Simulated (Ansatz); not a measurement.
TaPb: from a guess to a relaxed structure

All numbers below come from DFT PBE, scalar-relativistic, plane waves, PAW (Ansatz 0.2.0). Cutoff 420 eV, Gaussian smearing, Γ-centred meshes. Cell and atoms relax first on a coarse mesh and then on a finer one. In between, the cell is made exact in the group found at 0.06 Å. In metals the finer mesh still leaves noise of several meV/atom or more. The steps can't lower the symmetry of their start. No spin polarisation.

The cell of TaPb is invented: random cell by space group and Wyckoff sites (Fm-3m, No. 225). Its size is a rough estimate.

```yaml
crystal:
  lattice:
    - [0.00000, 3.04952, 3.04952]
    - [3.04952, 0.00000, 3.04952]
    - [3.04952, 3.04952, 0.00000]
  atoms:
    - { symbol: Ta, position: [0.50000, 0.50000, 0.50000] }
    - { symbol: Pb, position: [0.00000, 0.00000, 0.00000] }
```

Energies over the elements count from the elements' standard structures at the same level, with no fitted energy shifts.

Q: Where does the relaxation end?

A: The symmetry stays Fm-3m (No. 225). The end has the rock salt type. The volume per atom shrinks by 15.5 %, from 28.4 to 24.0 Å³. The shortest distance goes from 3.05 Å (Ta–Pb) to 2.88 Å (Ta–Pb). The energy falls by about 0.18 eV/atom (the start's value is from the coarse mesh). Conventional cell: a = 5.767 Å. Around Ta lie 6 Pb at 2.88 Å; around Pb lie 6 Ta at 2.88 Å.

```
Ta Pb
1.0
     0.00000    2.88347    2.88347
     2.88347    0.00000    2.88347
     2.88347    2.88347    0.00000
Ta Pb
1 1
Direct
  0.50000 0.50000 0.50000
  0.00000 0.00000 0.00000
```

Q: Give its energy and gap.

A:

| Quantity | Value |
| --- | --- |
| Formation energy | +1.15 eV/atom |
| Gap on the 16×16×16 mesh of the 2-atom cell | 0 eV (a metal) |

It can't be a ground state, since the elements alone are lower.

The last run used Gaussian smearing of 0.10 eV. Spin–orbit coupling, which can matter for Pb and Ta, is left out. A structure relaxed within its symmetry needn't be a true minimum. In all, the 3 runs took 23 s on 1 thread of Intel(R) Xeon(R) Platinum 8488C (Sapphire Rapids), on a shared host. Another cell of TaPb relaxed alike, in P4/nmm, lies 0.83 eV/atom lower, so this cell isn't the stable form at this level.
